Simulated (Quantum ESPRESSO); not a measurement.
## Mg5GaAlS8 (finding a planted mistake in a log)

Computed values, not a measurement. The program is pw.x of Quantum ESPRESSO 7.5 (plane-wave density functional theory). The cell is made up: 15 atoms on a doubled zincblende/diamond lattice with one site empty, with randomly drawn elements, strain and displacements, not relaxed. PseudoDojo standard norm-conserving files (v0.5 for PBE, v0.4.1 for LDA and PBEsol) set the functional; there is no spin polarisation, spin-orbit coupling or dispersion term, and the masses in the input are unused placeholders.

Intended input:

```
&control calculation='scf', pseudo_dir='./dojo.nc.sr.pbe.v0_5.standard.upf', outdir='./o', disk_io='low', tprnfor=.true., tstress=.true. /
&system ibrav=0, nat=15, ntyp=4, nbnd=63, ecutwfc=84.00895049, nosym=.true., tot_charge=0,
 occupations='smearing', smearing='fd', degauss=0.0018374661
/
&electrons conv_thr=7.350e-09, electron_maxstep=60, /
ATOMIC_SPECIES
Al 1.0 Al.upf
Ga 1.0 Ga.upf
Mg 1.0 Mg.upf
S 1.0 S.upf
CELL_PARAMETERS angstrom
5.6159 0.0259 -0.0289
0.0259 5.6746 -0.0073
-0.0578 -0.0145 11.4946
ATOMIC_POSITIONS angstrom
Mg 0.0428 -0.102 -0.0125
Ga 0.0628 2.6433 2.8847
Mg 2.7588 2.7773 -0.0566
Al -0.0018 -0.0063 5.8884
Mg -0.0051 2.8392 8.6422
Mg 2.8328 -0.0838 8.6328
Mg 2.8423 2.8947 5.8157
S 1.4017 1.4561 1.4949
S 1.4336 4.2517 4.2541
S 4.1469 1.2685 4.3015
S 4.131 4.3278 1.3973
S 1.3987 1.4329 7.2332
S 1.4724 4.2538 9.9079
S 4.1794 1.388 10.0625
S 4.1611 4.2548 7.1596
K_POINTS automatic
4 4 2 1 1 1
```

The log is shortened where brackets say so; the opening notice, blank lines, dates and the lines on written files are dropped, and the path of the files is cut. It prints rydbergs, bohrs and kilobars, and counts compression as positive stress. Where no state is partly filled, the Fermi energy that it prints is only some level between the filled and the empty states on the mesh, and need not lie in the true gap.

Log of the intended run:

```
     Program PWSCF v.7.5
     Parallel version (MPI & OpenMP), running on       4 processor cores
     Number of MPI processes:                 4
     Threads/MPI process:                     1
     [start-up lines left out]
     bravais-lattice index     =            0
     lattice parameter (alat)  =      10.6128  a.u.
     unit-cell volume          =    2471.8609 (a.u.)^3
     number of atoms/cell      =           15
     number of atomic types    =            4
     number of electrons       =       114.00
     number of Kohn-Sham states=           63
     kinetic-energy cutoff     =      84.0090  Ry
     charge density cutoff     =     336.0358  Ry
     scf convergence threshold =      7.3E-09
     mixing beta               =       0.7000
     number of iterations used =            8  plain     mixing
     Exchange-correlation= PBE
                           (   1   4   3   4   0   0   0)
     [axes and pseudopotential details left out]
   Cartesian axes
     site n.     atom                  positions (alat units)
         1        Mg     tau(   1) = (   0.0076210  -0.0181623  -0.0022258  )
         2        Ga     tau(   2) = (   0.0111823   0.4706702   0.5136543  )
         3        Mg     tau(   3) = (   0.4912363   0.4945305  -0.0100783  )
         4        Al     tau(   4) = (  -0.0003205  -0.0011218   1.0484979  )
         5        Mg     tau(   5) = (  -0.0009081   0.5055525   1.5388439  )
         6        Mg     tau(   6) = (   0.5044129  -0.0149216   1.5371702  )
         7        Mg     tau(   7) = (   0.5061045   0.5154349   1.0355528  )
         8        S      tau(   8) = (   0.2495889   0.2592755   0.2661843  )
         9        S      tau(   9) = (   0.2552691   0.7570645   0.7574918  )
        10        S      tau(  10) = (   0.7384036   0.2258711   0.7659320  )
        11        S      tau(  11) = (   0.7355725   0.7706150   0.2488055  )
        12        S      tau(  12) = (   0.2490548   0.2551445   1.2879551  )
        13        S      tau(  13) = (   0.2621779   0.7574384   1.7642165  )
        14        S      tau(  14) = (   0.7441906   0.2471495   1.7917448  )
        15        S      tau(  15) = (   0.7409321   0.7576165   1.2748498  )
     number of k points=    16  Fermi-Dirac smearing, width (Ry)=  0.0018
                       cart. coord. in units 2pi/alat
        k(    1) = (   0.1250670   0.1232972   0.1229295), wk =   0.1250000
        k(    2) = (   0.1238112   0.1229887  -0.1213673), wk =   0.1250000
     [further k points left out]
     Dense  grid:   257103 G-vectors     FFT dimensions: (  64,  64, 128)
     Estimated max dynamical RAM per process >     559.24 MB
     Estimated total dynamical RAM >       2.00 GB
     Initial potential from superposition of free atoms
     starting charge     113.9906, renormalised to     114.0000
     Starting wfcs are   70 randomized atomic wfcs
     total cpu time spent up to now is        6.8 secs
     per-process dynamical memory:   381.1 Mb
     Self-consistent Calculation
     iteration #  1     ecut=    84.01 Ry     beta= 0.70
     Davidson diagonalization with overlap
     ethr =  1.00E-02,  avg # of iterations =  4.9
     Threshold (ethr) on eigenvalues was too large:
     Diagonalizing with lowered threshold
     Davidson diagonalization with overlap
     ethr =  9.93E-04,  avg # of iterations =  1.6
     total cpu time spent up to now is       32.6 secs
     total energy              =    -928.39701145 Ry
     estimated scf accuracy    <       1.08126683 Ry
     iteration #  2     ecut=    84.01 Ry     beta= 0.70
     Davidson diagonalization with overlap
     ethr =  9.48E-04,  avg # of iterations =  5.9
     total cpu time spent up to now is       48.5 secs
     total energy              =    -927.99425504 Ry
     estimated scf accuracy    <       2.77556846 Ry
     [iterations 3 to 11 left out]
     iteration # 12     ecut=    84.01 Ry     beta= 0.70
     Davidson diagonalization with overlap
     ethr =  6.72E-11,  avg # of iterations =  3.6
     total cpu time spent up to now is      192.3 secs
     total energy              =    -928.80607161 Ry
     estimated scf accuracy    <       0.00000001 Ry
     iteration # 13     ecut=    84.01 Ry     beta= 0.70
     Davidson diagonalization with overlap
     ethr =  1.08E-11,  avg # of iterations =  2.1
     total cpu time spent up to now is      205.8 secs
     End of self-consistent calculation
     [lines on levels left out]
     the Fermi energy is     4.5927 ev
!    total energy              =    -928.80607162 Ry
     estimated scf accuracy    <          2.4E-09 Ry
     smearing contrib. (-TS)   =      -0.00000000 Ry
     internal energy E=F+TS    =    -928.80607162 Ry
     The total energy is F=E-TS. E is the sum of the following terms:
     one-electron contribution =    -669.55199535 Ry
     hartree contribution      =     350.15229658 Ry
     xc contribution           =    -173.59513325 Ry
     ewald contribution        =    -435.81123960 Ry
     convergence has been achieved in  13 iterations
     Forces acting on atoms (cartesian axes, Ry/au):
     atom    1 type  3   force =    -0.00587137    0.00148724    0.03395503
     atom    2 type  2   force =    -0.03201040    0.03806033   -0.00965283
     atom    3 type  3   force =     0.01631027    0.01727121    0.03597911
     atom    4 type  1   force =    -0.00257702   -0.00226384   -0.07074401
     atom    5 type  3   force =    -0.01405810   -0.01041904    0.01860228
     atom    6 type  3   force =     0.00508278    0.03636959    0.00813871
     atom    7 type  3   force =    -0.01857601   -0.02647072   -0.06240381
     atom    8 type  4   force =    -0.00680244   -0.01184358   -0.00261633
     atom    9 type  4   force =    -0.04103132    0.00850768    0.04162802
     atom   10 type  4   force =     0.04757793    0.00301128    0.03510579
     atom   11 type  4   force =     0.02949982   -0.04002050    0.01162408
     atom   12 type  4   force =    -0.01745057   -0.03556312   -0.02162110
     atom   13 type  4   force =    -0.02316361   -0.01180359    0.01513781
     atom   14 type  4   force =     0.00643272    0.00109712   -0.02711028
     atom   15 type  4   force =     0.05663733    0.03257997   -0.00602249
     Total force =     0.188302     Total SCF correction =     0.000123
     Computing stress (Cartesian axis) and pressure
          total   stress  (Ry/bohr**3)                   (kbar)     P=      -28.72
  -0.00014542  -0.00000153  -0.00001606          -21.39       -0.23       -2.36
  -0.00000153  -0.00018122   0.00002603           -0.23      -26.66        3.83
  -0.00001606   0.00002603  -0.00025909           -2.36        3.83      -38.11
     init_run     :      6.41s CPU      6.69s WALL (       1 calls)
     electrons    :    197.06s CPU    199.05s WALL (       1 calls)
     forces       :      2.71s CPU      2.79s WALL (       1 calls)
     stress       :      8.58s CPU      8.82s WALL (       1 calls)
     [timing details left out]
     PWSCF        :   3m34.90s CPU   3m37.60s WALL
     JOB DONE.
```

A second run was made from an input with one planted mistake. Its log:

```
     Program PWSCF v.7.5
     Parallel version (MPI & OpenMP), running on       4 processor cores
     Number of MPI processes:                 4
     Threads/MPI process:                     1
     [start-up lines left out]
     bravais-lattice index     =            0
     lattice parameter (alat)  =      10.6128  a.u.
     unit-cell volume          =    2471.8609 (a.u.)^3
     number of atoms/cell      =           15
     number of atomic types    =            4
     number of electrons       =       114.00
     number of Kohn-Sham states=           63
     kinetic-energy cutoff     =      56.9614  Ry
     charge density cutoff     =     227.8458  Ry
     scf convergence threshold =      7.3E-09
     mixing beta               =       0.7000
     number of iterations used =            8  plain     mixing
     Exchange-correlation= PBE
                           (   1   4   3   4   0   0   0)
     [axes and pseudopotential details left out]
   Cartesian axes
     site n.     atom                  positions (alat units)
         1        Mg     tau(   1) = (   0.0076210  -0.0181623  -0.0022258  )
         2        Ga     tau(   2) = (   0.0111823   0.4706702   0.5136543  )
         3        Mg     tau(   3) = (   0.4912363   0.4945305  -0.0100783  )
         4        Al     tau(   4) = (  -0.0003205  -0.0011218   1.0484979  )
         5        Mg     tau(   5) = (  -0.0009081   0.5055525   1.5388439  )
         6        Mg     tau(   6) = (   0.5044129  -0.0149216   1.5371702  )
         7        Mg     tau(   7) = (   0.5061045   0.5154349   1.0355528  )
         8        S      tau(   8) = (   0.2495889   0.2592755   0.2661843  )
         9        S      tau(   9) = (   0.2552691   0.7570645   0.7574918  )
        10        S      tau(  10) = (   0.7384036   0.2258711   0.7659320  )
        11        S      tau(  11) = (   0.7355725   0.7706150   0.2488055  )
        12        S      tau(  12) = (   0.2490548   0.2551445   1.2879551  )
        13        S      tau(  13) = (   0.2621779   0.7574384   1.7642165  )
        14        S      tau(  14) = (   0.7441906   0.2471495   1.7917448  )
        15        S      tau(  15) = (   0.7409321   0.7576165   1.2748498  )
     number of k points=    16  Fermi-Dirac smearing, width (Ry)=  0.0018
                       cart. coord. in units 2pi/alat
        k(    1) = (   0.1250670   0.1232972   0.1229295), wk =   0.1250000
        k(    2) = (   0.1238112   0.1229887  -0.1213673), wk =   0.1250000
     [further k points left out]
     Dense  grid:   143587 G-vectors     FFT dimensions: (  54,  54, 108)
     Estimated max dynamical RAM per process >     315.76 MB
     Estimated total dynamical RAM >       1.13 GB
     Initial potential from superposition of free atoms
     starting charge     113.9906, renormalised to     114.0000
     Starting wfcs are   70 randomized atomic wfcs
     total cpu time spent up to now is        3.6 secs
     per-process dynamical memory:   208.2 Mb
     Self-consistent Calculation
     iteration #  1     ecut=    56.96 Ry     beta= 0.70
     Davidson diagonalization with overlap
     ethr =  1.00E-02,  avg # of iterations =  4.9
     total cpu time spent up to now is       11.1 secs
     total energy              =    -927.85766767 Ry
     estimated scf accuracy    <       1.16222820 Ry
     iteration #  2     ecut=    56.96 Ry     beta= 0.70
     Davidson diagonalization with overlap
     ethr =  1.02E-03,  avg # of iterations =  5.8
     total cpu time spent up to now is       19.2 secs
     total energy              =    -927.35150267 Ry
     estimated scf accuracy    <       3.51168932 Ry
     [iterations 3 to 11 left out]
     iteration # 12     ecut=    56.96 Ry     beta= 0.70
     Davidson diagonalization with overlap
     ethr =  1.66E-10,  avg # of iterations =  3.0
     total cpu time spent up to now is       87.6 secs
     total energy              =    -928.33675206 Ry
     estimated scf accuracy    <       0.00000002 Ry
     iteration # 13     ecut=    56.96 Ry     beta= 0.70
     Davidson diagonalization with overlap
     ethr =  1.52E-11,  avg # of iterations =  3.4
     total cpu time spent up to now is       94.3 secs
     End of self-consistent calculation
     [lines on levels left out]
     the Fermi energy is     4.5721 ev
!    total energy              =    -928.33675206 Ry
     estimated scf accuracy    <          5.7E-09 Ry
     smearing contrib. (-TS)   =      -0.00000000 Ry
     internal energy E=F+TS    =    -928.33675206 Ry
     The total energy is F=E-TS. E is the sum of the following terms:
     one-electron contribution =    -668.03625102 Ry
     hartree contribution      =     348.93440966 Ry
     xc contribution           =    -173.42367109 Ry
     ewald contribution        =    -435.81123960 Ry
     convergence has been achieved in  13 iterations
     Forces acting on atoms (cartesian axes, Ry/au):
     atom    1 type  3   force =    -0.00605263    0.00118188    0.03396534
     atom    2 type  2   force =    -0.03200259    0.03805646   -0.00959036
     atom    3 type  3   force =     0.01653724    0.01734446    0.03591461
     atom    4 type  1   force =    -0.00254340   -0.00223631   -0.07074094
     atom    5 type  3   force =    -0.01422331   -0.01046246    0.01858575
     atom    6 type  3   force =     0.00512959    0.03641944    0.00832752
     atom    7 type  3   force =    -0.01865641   -0.02663545   -0.06259299
     atom    8 type  4   force =    -0.00685552   -0.01179480   -0.00201988
     atom    9 type  4   force =    -0.04122144    0.00882641    0.04135798
     atom   10 type  4   force =     0.04776392    0.00274169    0.03489511
     atom   11 type  4   force =     0.02942795   -0.03991258    0.01208142
     atom   12 type  4   force =    -0.01769191   -0.03584345   -0.02192286
     atom   13 type  4   force =    -0.02317165   -0.01179029    0.01516143
     atom   14 type  4   force =     0.00649821    0.00116752   -0.02711991
     atom   15 type  4   force =     0.05706195    0.03293748   -0.00630223
     Total force =     0.188743     Total SCF correction =     0.000222
     Computing stress (Cartesian axis) and pressure
          total   stress  (Ry/bohr**3)                   (kbar)     P=     -247.20
  -0.00162836  -0.00000237  -0.00001571         -239.54       -0.35       -2.31
  -0.00000237  -0.00167098   0.00002555           -0.35     -245.81        3.76
  -0.00001571   0.00002555  -0.00174203           -2.31        3.76     -256.26
     init_run     :      3.24s CPU      3.40s WALL (       1 calls)
     electrons    :     89.81s CPU     90.78s WALL (       1 calls)
     forces       :      1.54s CPU      1.58s WALL (       1 calls)
     stress       :      4.77s CPU      4.89s WALL (       1 calls)
     [timing details left out]
     PWSCF        :   1m39.55s CPU   1m40.91s WALL
     JOB DONE.
```

Question: what was wrong in the second input?

Answer: the plane-wave cutoff is too low. The input lines that differ, file-writing options aside:

```
- &system ibrav=0, nat=15, ntyp=4, nbnd=63, ecutwfc=84.00895049, nosym=.true., tot_charge=0,
+ &system ibrav=0, nat=15, ntyp=4, nbnd=63, ecutwfc=56.96144937, nosym=.true., tot_charge=0,
```

|  | intended run | run with the mistake |
| --- | --- | --- |
| free energy (eV) | -12637.050 | -12630.665 |
| smearing term -TS (eV) | 0.0000 | 0.0000 |
| pressure (GPa) | -2.87 | -24.72 |
| largest force component (eV/Å) | 1.819 | 1.819 |
| largest change of a force component (eV/Å) |  | 0.015 |
| iterations | 13 | 13 |

For scale, a rerun of the intended cell at 1437 eV and a 6 x 6 x 4 mesh moved values by no more than 0.004 eV in energy, 0.02 GPa in stress and 0.005 eV/Å in force.